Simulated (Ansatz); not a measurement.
# Ga started on a Sn site and an I vacancy, 9.24 Å apart at the start in cubic perovskite CsSnI3, 39 atoms, charge −1

All numbers below come from DFT, r2SCAN, PAW, plane waves (Ansatz 0.2.0).

Input:

```yaml
crystal:
  lattice:
    - [12.314462, 0.000000, 0.000000]
    - [0.000000, 12.314462, 0.000000]
    - [0.000000, 0.000000, 12.314462]
  atoms:
    - { symbol: Cs, position: [0.017570, 0.018166, 0.055448] }
    - { symbol: Cs, position: [0.011119, 0.006553, 0.501212] }
    - { symbol: Cs, position: [0.009812, 0.461294, 0.005792] }
    - { symbol: Cs, position: [0.028486, 0.492636, 0.495562] }
    - { symbol: Cs, position: [0.456263, 0.010014, 0.007239] }
    - { symbol: Cs, position: [0.499865, 0.023983, 0.496518] }
    - { symbol: Cs, position: [0.482956, 0.483688, 0.995603] }
    - { symbol: Cs, position: [0.499033, 0.499681, 0.429263] }
    - { symbol: Ga, position: [0.251161, 0.250713, 0.252584], spin: 0.111 }
    - { symbol: Sn, position: [0.251338, 0.251591, 0.749572] }
    - { symbol: Sn, position: [0.248319, 0.750232, 0.251517] }
    - { symbol: Sn, position: [0.250040, 0.750925, 0.751224] }
    - { symbol: Sn, position: [0.751171, 0.249197, 0.250186] }
    - { symbol: Sn, position: [0.750594, 0.252434, 0.749946] }
    - { symbol: Sn, position: [0.747411, 0.747768, 0.249257], spin: 0.111 }
    - { symbol: Sn, position: [0.746813, 0.748974, 0.746230], spin: 0.111 }
    - { symbol: I, position: [0.236690, 0.239561, 0.003653], spin: 0.111 }
    - { symbol: I, position: [0.269391, 0.266370, 0.501208], spin: 0.111 }
    - { symbol: I, position: [0.206122, 0.766091, 0.001902] }
    - { symbol: I, position: [0.295141, 0.738656, 0.501909] }
    - { symbol: I, position: [0.770667, 0.208916, 0.000354] }
    - { symbol: I, position: [0.735606, 0.295113, 0.500560] }
    - { symbol: I, position: [0.718047, 0.722702, 0.499757] }
    - { symbol: I, position: [0.002364, 0.252825, 0.267659], spin: 0.111 }
    - { symbol: I, position: [0.000794, 0.254177, 0.733505] }
    - { symbol: I, position: [0.998112, 0.750264, 0.285429] }
    - { symbol: I, position: [0.000803, 0.746723, 0.704611] }
    - { symbol: I, position: [0.500334, 0.245549, 0.234767], spin: 0.111 }
    - { symbol: I, position: [0.500896, 0.243513, 0.772443] }
    - { symbol: I, position: [0.498031, 0.748386, 0.207581] }
    - { symbol: I, position: [0.499855, 0.758516, 0.806440] }
    - { symbol: I, position: [0.250724, 0.001602, 0.266255], spin: 0.111 }
    - { symbol: I, position: [0.248540, 0.001028, 0.738793] }
    - { symbol: I, position: [0.246477, 0.499520, 0.237009], spin: 0.111 }
    - { symbol: I, position: [0.247221, 0.501067, 0.769367] }
    - { symbol: I, position: [0.754741, 0.998653, 0.281435] }
    - { symbol: I, position: [0.749926, 0.002647, 0.702025] }
    - { symbol: I, position: [0.746863, 0.498645, 0.206603] }
    - { symbol: I, position: [0.753229, 0.501631, 0.805367] }
  symmetry: { detect: false }
kpoints:
  mp_grid: { grid: [1, 1, 1], shift: [0.25, 0.25, 0.25] }
hamiltonian:
  xc: r2scan
total_charge: -1
magnetization:
  spin_polarized: true
scf:
  occupations: { method: fermi_dirac, width: 0.01 }
output:
  forces: true
  eigenvalues: true
  populations: true
  charged_corrections: { epsilon: 30 }
  eigenstates: { kpoints: [[0.25, 0.25, 0.25]], e_range: [-6.0, 6.0], localisation: true }
```

Launch command:

```sh
ansatz run in.yaml --threads 4 --pin off --max-ram 61750MiB --runs-dir r --events-out ev --progress --plain
```

Output (machine lines and repeated set-up lines are left out; […] marks rows cut from tables):

```
Pseudopotentials: kind: paw
Functional definition: r2SCAN
  parameter k0 = 0.174
  parameter k1 = 0.065
  parameter a1 = 4.9479
  exchange = r2scan_x(k0 = k0, k1 = k1, a1 = a1)
  correlation = r2scan_c
Crystal: 39 atoms, lattice volume = 1867.439 Å³
Basis set: ecut = 500 eV, 47401 PW (Γ), exchange–correlation on 360×360×360 points (64 copies of the dense FFT grid, shifted against one another)
Bands: 346, of which v1, the nominal top of the filled ones, is band 288 counted from 1 (287 counted from 0)
Symmetry: 1 space group operations
k-points: 1
Non-local potential: Cs, projectors of the file, l = 0: 3, l = 1: 2, l = 2: 2, l = 3: 2
Non-local potential: Ga, projectors of the file, l = 0: 2, l = 1: 2, l = 2: 3, l = 3: 1
Non-local potential: Sn, projectors of the file, l = 0: 2, l = 1: 2, l = 2: 2, l = 3: 2
Non-local potential: I, projectors of the file, l = 0: 2, l = 1: 2, l = 2: 2, l = 3: 2
PAW form: soft (Blöchl's): semilocal exchange-correlation on the pseudo side does not see the compensation charge
PAW frozen core: Cs, regenerated for the run's functional (the file was generated under x = pbe(κ = 0.804, μ = 0.2195149727645171), c = pbe(β = 0.06672455060314922))
PAW frozen core: Ga, regenerated for the run's functional (the file was generated under x = pbe(κ = 0.804, μ = 0.2195149727645171), c = pbe(β = 0.06672455060314922))
PAW frozen core: Sn, regenerated for the run's functional (the file was generated under x = pbe(κ = 0.804, μ = 0.2195149727645171), c = pbe(β = 0.06672455060314922))
PAW frozen core: I, regenerated for the run's functional (the file was generated under x = pbe(κ = 0.804, μ = 0.2195149727645171), c = pbe(β = 0.06672455060314922))
PAW one-centre angular grid: Cs, 302 points (default); XC on 160 Gauss nodes
PAW one-centre angular grid: Ga, 590 points (default); XC on 160 Gauss nodes
PAW one-centre angular grid: Sn, 590 points (default); XC on 249 of its mesh's 2787 points in the sphere
PAW one-centre angular grid: I, 590 points (default); XC on 160 Gauss nodes
Initial density: superposition of atomic densities (chi_scale 0.1, normalization cell, long waves kept (reshape's long-wave potential 0.13 eV rms))
Starting moments: Σ|m| = 0.999 μB on 9 of 39 sites
Initial wavefunctions: pseudopotential atomic-orbital guess
Functional: x = r2scan, c = r2scan; τ floored in thin density (d = 2e-4 eV/Å³)
SCF iter   1: F=—  HF=-264738.681642 eV  |F-HF|=—  |Δ(HF+E_count)|=         —  Δρ=1.22e-2 (↑1.22e-2 ↓1.19e-2)  dr2=2.69e1  dr2_τ=1.80e-2  dr2_m=9.46e-2  M=0.586 μB ∫|m|=0.631 μB  β_m=0.30  ethr=3.10e-3  ⟨swp⟩=8.0  Hψ=3338  notcnv=0  defer=24
preconditioner: auto → Resta (q_TF=auto, 2.242 Å⁻¹)  ε∞=4.0  [insulator: Δε(μ)=0.027 eV  Ē_g=6.201 eV  σ=0.010 eV  W_gap=0.59  n_scr=364 (ndim 8)  ℏωp=10.7 eV  f_vac=0.112  D(μ)=32.84/eV (n_scr^D=178)  ε∞_Penn≈4.0]
spin=Collinear: Resta preconditioning applied to the charge; magnetization (m = ρ↑ − ρ↓) channel mixes plain (no charge-response kernel on spin).
SCF iter   2: F=—  HF=-264733.570423 eV  |F-HF|=—  |Δ(HF+E_count)|=    5.11e0  Δρ=8.34e-3 (↑8.34e-3 ↓8.10e-3)  dr2=1.37e1  dr2_τ=7.30e-3  dr2_m=6.00e-2  M=0.995 μB ∫|m|=1.034 μB  β_m=0.30  ethr=3.10e-3  ⟨swp⟩=2.0  Hψ=806  notcnv=0  defer=106  κ⁻¹=1.0e0(r=1)
SCF iter   3: F=—  HF=-264728.589552 eV  |F-HF|=—  |Δ(HF+E_count)|=    4.98e0  Δρ=2.74e-3 (↑2.69e-3 ↓2.74e-3)  dr2=1.50e0  dr2_τ=5.70e-3  dr2_m=3.24e-2  M=1.000 μB ∫|m|=1.053 μB  β_m=0.30  ethr=2.38e-3  ⟨swp⟩=4.0  Hψ=954  notcnv=0  defer=106  κ⁻¹=2.7e-3(r=2)
SCF iter   4: F=—  HF=-264728.062108 eV  |F-HF|=—  |Δ(HF+E_count)|=   5.27e-1  Δρ=1.72e-3 (↑1.49e-3 ↓1.72e-3)  dr2=1.74e-1  dr2_τ=1.77e-3  dr2_m=1.81e-2  M=1.000 μB ∫|m|=1.076 μB  β_m=0.30  ethr=2.61e-4  ⟨swp⟩=5.0  Hψ=1183  notcnv=0  defer=100  κ⁻¹=6.2e-4(r=3)
SCF iter   5: F=—  HF=-264728.091510 eV  |F-HF|=—  |Δ(HF+E_count)|=   2.94e-2  Δρ=1.06e-3 (↑1.06e-3 ↓1.02e-3)  dr2=5.01e-2  dr2_τ=3.26e-4  dr2_m=1.02e-2  M=1.000 μB ∫|m|=1.099 μB  β_m=0.30  ethr=3.03e-5  ⟨swp⟩=3.0  Hψ=972  notcnv=0  defer=100  κ⁻¹=3.6e-4(r=4)
SCF iter   6: F=—  HF=-264728.118473 eV  |F-HF|=—  |Δ(HF+E_count)|=   2.70e-2  Δρ=7.41e-4 (↑7.41e-4 ↓5.87e-4)  dr2=1.11e-2  dr2_τ=8.20e-5  dr2_m=5.73e-3  M=1.000 μB ∫|m|=1.118 μB  β_m=0.30  ethr=8.71e-6  ⟨swp⟩=3.0  Hψ=967  notcnv=0  defer=100  κ⁻¹=1.9e-4(r=5)
SCF iter   7: F=—  HF=-264728.136384 eV  |F-HF|=—  |Δ(HF+E_count)|=   1.79e-2  Δρ=4.72e-4 (↑4.72e-4 ↓4.42e-4)  dr2=1.46e-3  dr2_τ=3.50e-5  dr2_m=3.29e-3  M=1.000 μB ∫|m|=1.135 μB  β_m=1.20  ethr=1.92e-6  ⟨swp⟩=3.0  Hψ=1071  notcnv=0  defer=100
Mixer restart at iter 7: flushing history
spin-set hold released at iteration 7 (site moments contracting): the magnetisation degrees of freedom join the quasi-Newton model from the next iteration; the mixer history was flushed
SCF iter   8: F=—  HF=-264728.152730 eV  |F-HF|=—  |Δ(HF+E_count)|=   1.63e-2  Δρ=1.53e-4 (↑1.53e-4 ↓1.33e-4)  dr2=1.24e-3  dr2_τ=1.29e-5  dr2_m=1.70e-4  M=1.000 μB ∫|m|=1.196 μB  β_m=1.20  ethr=2.54e-7  ⟨swp⟩=4.0  Hψ=1648  notcnv=0  defer=100  κ⁻¹=1.0e0(r=1)
SCF iter   9: F=—  HF=-264728.154389 eV  |F-HF|=—  |Δ(HF+E_count)|=   1.66e-3  Δρ=8.72e-5 (↑8.72e-5 ↓8.15e-5)  dr2=8.73e-4  dr2_τ=5.81e-6  dr2_m=8.73e-6  M=1.000 μB ∫|m|=1.209 μB  β_m=1.20  ethr=2.16e-7  ⟨swp⟩=3.0  Hψ=1249  notcnv=0  defer=100  κ⁻¹=5.2e-2(r=2)
SCF iter  10: F=—  HF=-264728.155118 eV  |F-HF|=—  |Δ(HF+E_count)|=   7.28e-4  Δρ=5.22e-5 (↑4.59e-5 ↓5.22e-5)  dr2=3.53e-4  dr2_τ=1.51e-6  dr2_m=3.92e-6  M=1.000 μB ∫|m|=1.214 μB  β_m=1.20  ethr=1.52e-7  ⟨swp⟩=3.0  Hψ=1114  notcnv=0  defer=100  κ⁻¹=1.9e-2(r=3)
SCF iter  11: F=—  HF=-264728.155537 eV  |F-HF|=—  |Δ(HF+E_count)|=   4.20e-4  Δρ=1.91e-5 (↑1.71e-5 ↓1.91e-5)  dr2=6.53e-5  dr2_τ=1.12e-7  dr2_m=5.22e-7  M=1.000 μB ∫|m|=1.210 μB  β_m=1.20  ethr=6.14e-8  ⟨swp⟩=3.0  Hψ=1026  notcnv=0  defer=100  κ⁻¹=3.4e-3(r=4)
SCF iter  12: F=—  HF=-264728.155822 eV  |F-HF|=—  |Δ(HF+E_count)|=   2.85e-4  Δρ=1.14e-5 (↑1.14e-5 ↓1.10e-5)  dr2=2.81e-5  dr2_τ=5.43e-8  dr2_m=9.10e-8  M=1.000 μB ∫|m|=1.209 μB  β_m=1.20  ethr=1.14e-8  ⟨swp⟩=2.5  Hψ=1099  notcnv=0  defer=100  κ⁻¹=1.3e-3(r=5)
SCF iter  13: F=—  HF=-264728.155849 eV  |F-HF|=—  |Δ(HF+E_count)|=   2.69e-5  Δρ=6.76e-6 (↑6.69e-6 ↓6.76e-6)  dr2=8.87e-6  dr2_τ=1.44e-8  dr2_m=5.41e-8  M=1.000 μB ∫|m|=1.209 μB  β_m=1.20  ethr=4.88e-9  ⟨swp⟩=2.5  Hψ=1023  notcnv=0  defer=100  κ⁻¹=3.1e-4(r=6)
SCF iter  14: F=—  HF=-264728.155858 eV  |F-HF|=—  |Δ(HF+E_count)|=   9.22e-6  Δρ=4.08e-6 (↑4.08e-6 ↓3.92e-6)  dr2=2.91e-6  dr2_τ=6.12e-9  dr2_m=2.52e-8  M=1.000 μB ∫|m|=1.209 μB  β_m=1.20  ethr=1.54e-9  ⟨swp⟩=2.5  Hψ=860  notcnv=0  defer=100  κ⁻¹=1.6e-4(r=7)
SCF iter  15: F=—  HF=-264728.155861 eV  |F-HF|=—  |Δ(HF+E_count)|=   3.19e-6  Δρ=2.26e-6 (↑2.16e-6 ↓2.26e-6)  dr2=7.42e-7  dr2_τ=2.00e-9  dr2_m=6.94e-9  M=1.000 μB ∫|m|=1.209 μB  β_m=1.20  ethr=5.07e-10  ⟨swp⟩=2.5  Hψ=990  notcnv=0  defer=100  κ⁻¹=5.3e-5(r=8)
SCF iter  16: F=—  HF=-264728.155862 eV  |F-HF|=—  |Δ(HF+E_count)|=   9.21e-7  Δρ=1.42e-6 (↑1.42e-6 ↓1.41e-6)  dr2=2.96e-7  dr2_τ=6.08e-10  dr2_m=2.59e-9  M=1.000 μB ∫|m|=1.209 μB  β_m=1.20  ethr=1.29e-10  ⟨swp⟩=2.5  Hψ=936  notcnv=0  defer=100  κ⁻¹=1.4e-4(r=8)
SCF iter  17: F=—  HF=-264728.155863 eV  |F-HF|=—  |Δ(HF+E_count)|=   3.94e-7  Δρ=7.33e-7 (↑6.84e-7 ↓7.33e-7)  dr2=6.24e-8  dr2_τ=1.65e-10  dr2_m=1.19e-9  M=1.000 μB ∫|m|=1.209 μB  β_m=1.20  ethr=1.74e-11  ⟨swp⟩=17.0  Hψ=4485  notcnv=0  κ⁻¹=7.2e-5(r=8)
SCF iter  18: F=-264728.155863 eV  HF=-264728.155863 eV  |F-HF|=1.20e-8  |Δ(HF+E_count)|=   9.10e-8  Δρ=3.78e-7 (↑3.74e-7 ↓3.78e-7)  dr2=1.29e-8  dr2_τ=4.10e-11  dr2_m=3.81e-10  M=1.000 μB ∫|m|=1.209 μB  ethr=1.08e-11  ⟨swp⟩=5.5  Hψ=2105  notcnv=0
SCF 1 converged in 18 iterations: F = -264728.155863 eV  dr2 = 1.29e-8
  greatest PAW one-centre occupation: 0.999 electrons in one spin orbital (limit 2), on the I atom at site 22 (counted from 0), in its partial waves of l = 2
this state was not tested for a lower state beside it, because the mixer in use, unlike msr1, does not test its closes by its own steps (another_mixer; see scf.mixing.algorithm and scf.lower_state_search)
NSCF: frozen V_eff on 1 k-points
SCF converged after 18 iterations
Magnetization: 1.0000 μB (288.0000 up, 287.0000 down)
Absolute magnetization: 1.2201 μB (∫|ρ↑−ρ↓|, with the PAW one-centre terms)
Spin contamination: 0.0149 ħ² per cell (⟨S²⟩ above its minimum at these occupations)
Per-site moments (μB) at R_I (Å): [(0.0005369844104809341, 1.598898435461102), (0.0004352073719080164, 1.6737096337270083), (0.00024084283655508075, 1.6115090473588103), (0.00037542455368656954, 1.6772912878373452), (0.000256600220259641, 1.6136952977892662), (0.00035595853684678846, 1.6477305084087939), (2.8698424240251055e-5, 1.6620511686893356), (5.2132147453044324e-5, 1.6123289269048648), (0.0
Free energy (F): -264728.155863 eV
Harris-Foulkes:  -264728.155863 eV  (|F-HF|=1.20e-8)
Internal energy: -264728.155863 eV  (E = F + TS)
E sigma→0 (E₀):  -264728.155863 eV
Fermi energy:    5.817597 eV
--- Per-component energies (eV) ---
  E_band       = -11411.953561
  E_kinetic    = 6887.164177
  E_local      = -70214.434841  (includes V_loc(G=0)·N_el)
  E_nonlocal   = -1661.949058
  E_hartree    = 35654.352847
  E_xc         = -6782.060945
  E_vxc        = -5125.403315  (∫ρ·V_xc dr)
  E_paw        = -183116.884117  (= ΣΔE_a)
  E_vpaw       = -12900.777563  (= ΣTr[D̂ρ^β])
  E_aug_tail   = -0.000737  (compensation charges beyond the density's cutoff)
  E_vtau       = 294.736726  (kinetic-family band-sum trace: ∫τ·v_τ [+ j·A + Jᵃ·Aᵃ] dr)
  E_ewald      = -45500.916611
  E_core_change = 6.573422  (= ΣΔE_core)
  E_smearing   = -0.000000  (= −TS)
  E_closure    = 0.000000  (closes the sum)
  E_deformation_potential = -10.102397  (in the stress; not in F)
  Σ components = -264728.155863   (vs F -264728.155863, Δ=0.00e0)
--- Forces (eV/Å), atoms counted from 1 ---
  atom   1  Cs    -0.07117351    -0.07917884    -0.05316713
  atom   2  Cs    -0.00184158     0.01096541     0.00251612
  atom   3  Cs    -0.01805008     0.05125214     0.00226931
  atom   4  Cs    -0.02869168     0.01851838     0.00673183
  atom   5  Cs     0.05750806    -0.01468909     0.00437306
  atom   6  Cs    -0.02037227    -0.02003919    -0.00887307
  atom   7  Cs     0.00406632     0.00731081     0.03281800
  atom   8  Cs    -0.00299551    -0.00846346     0.07950430
  atom   9  Ga     0.01330802     0.00770064     0.01838750
  atom  10  Sn     0.00029206    -0.00585441    -0.01447966
  atom  11  Sn     0.00303163    -0.00514883    -0.00218623
  atom  12  Sn     0.00398506     0.00155046    -0.00218344
  atom  13  Sn    -0.01292544     0.00434562    -0.00671159
  atom  14  Sn     0.00143005    -0.01994320     0.00392152
  atom  15  Sn     0.00839929     0.00662078    -0.16234794
  atom  16  Sn    -0.00408464     0.01340899     0.13082101
  atom  17  I     -0.00945842    -0.00819008    -0.02370973
  atom  18  I      0.02888800     0.01129280     0.00297146
  atom  19  I     -0.02233833    -0.01015964    -0.01279102
  atom  20  I      0.01120576    -0.00379748     0.01218032
  atom  21  I     -0.01661349    -0.01403114    -0.01380264
  atom  22  I     -0.00602204     0.01574819     0.01104387
  atom  23  I      0.02098338     0.00059985     0.03400874
  atom  24  I     -0.01933933     0.01922427     0.04553666
  atom  25  I      0.00006920    -0.00195086    -0.01639372
  atom  26  I      0.01411699    -0.01066931     0.02677904
  atom  27  I      0.00790308    -0.01695300    -0.01801357
  atom  28  I      0.01639456    -0.01335248    -0.02689556
  atom  29  I      0.00712778     0.01034099    -0.00844055
  atom  30  I     -0.00451805     0.02145667    -0.04505656
  atom  31  I      0.00167595    -0.01010967     0.00490585
  atom  32  I      0.03228783    -0.01253795     0.05309357
  atom  33  I     -0.00142054     0.00063783    -0.02545443
  atom  34  I     -0.00904620     0.01753556    -0.03134340
  atom  35  I      0.01239318     0.00963841    -0.00656629
  atom  36  I     -0.01613418     0.01406505     0.03289962
  atom  37  I      0.00273144     0.00600077     0.00727421
  atom  38  I      0.01962154     0.00141567    -0.03990442
  atom  39  I     -0.00238428     0.00546256     0.00627181
  max |Σ_I F_I| component: 2.32e-5 eV/Å
--- Charged-cell corrections in eV (Makov–Payne, q = -1.000 e, ε = 30.000) ---
  F (periodic)     = -264728.155863  (uncorrected; the corrections below are reported, never added to it)
  E_corr1          = +0.055296  (monopole, q²α_M/2εL)
  F Makov-Payne    = -264728.100567  (F + E_corr1; no measured alignment; for a localised charge, not one spread in a band: unchecked)
--- Band table (eV) ---
  k-point 0 ↑: bands = ["-41.3302", "-41.3239", "-41.3182", "-41.3147", "-41.2902", "-41.2856", "-41.2842", "-41.2793", "-41.2784", "-41.2750", "-41.2745", "-41.2724", "-41.2723", "-41.2708", "-41.2529", "-41.2506", "-41.2464", "-41.2406", "-41.2379", "-41.2377", "-41.2376", "-41.2339", "-41.2326", "-41.2324", "-41.2163", "-41.2141", "-41.2137", "-41.2120", "-41.2095", "-41.2071", "-41.2051", "-41 …
  k-point 0 ↓: bands = ["-41.3302", "-41.3239", "-41.3182", "-41.3147", "-41.2902", "-41.2856", "-41.2842", "-41.2793", "-41.2784", "-41.2750", "-41.2745", "-41.2720", "-41.2719", "-41.2708", "-41.2525", "-41.2501", "-41.2459", "-41.2404", "-41.2374", "-41.2368", "-41.2366", "-41.2334", "-41.2321", "-41.2320", "-41.2158", "-41.2137", "-41.2134", "-41.2116", "-41.2089", "-41.2089", "-41.2067", "-41 …
--- Löwdin populations: 39 sites ---
  site symbol       q [e]    m [muB]
     0     Cs      8.2392     0.0030
     1     Cs      8.2646     0.0023
     2     Cs      8.2526     0.0003
     3     Cs      8.2573     0.0012
     4     Cs      8.2522     0.0002
     5     Cs      8.2574     0.0011
     6     Cs      8.2623    -0.0001
     7     Cs      8.2532     0.0002
     8     Ga     13.2031     0.0004
     9     Sn     13.6993     0.0002
    10     Sn     13.6890     0.0009
    11     Sn     13.6604     0.0052
    12     Sn     13.6881     0.0014
    13     Sn     13.6581     0.0050
    14     Sn     13.8536     0.5069
    15     Sn     13.7933     0.4380
    16      I     17.3476     0.0001
    17      I     17.3169     0.0001
    18      I     17.3366     0.0015
    19      I     17.3302     0.0018
    20      I     17.3369     0.0014
    21      I     17.3302     0.0019
    22      I     17.2592    -0.0390
    23      I     17.3305     0.0002
    24      I     17.3155     0.0001
    25      I     17.3269     0.0031
    26      I     17.3426     0.0030
    27      I     17.3287     0.0000
    28      I     17.3126     0.0000
    29      I     17.3248     0.0046
    30      I     17.3311     0.0009
    31      I     17.3309     0.0001
    32      I     17.3132     0.0001
    33      I     17.3266     0.0000
    34      I     17.3105     0.0000
    35      I     17.3269     0.0034
    36      I     17.3458     0.0027
    37      I     17.3230     0.0042
    38      I     17.3291     0.0009
  spilling = 0.002156 (of n_electrons = 575.000000)
```

Total energies depend on the potentials used, so only differences within one code and one set of settings carry meaning.

The atoms are those of an earlier PBEsol relaxation. One k point and one spin start were run, so the state needn't be the lowest, and an added charge can sit in a band of the host.

Time: 6.3 min of wall time on 4 threads of an EPYC 7R13 processor, on a host shared with other runs; peak host memory 11 GiB.
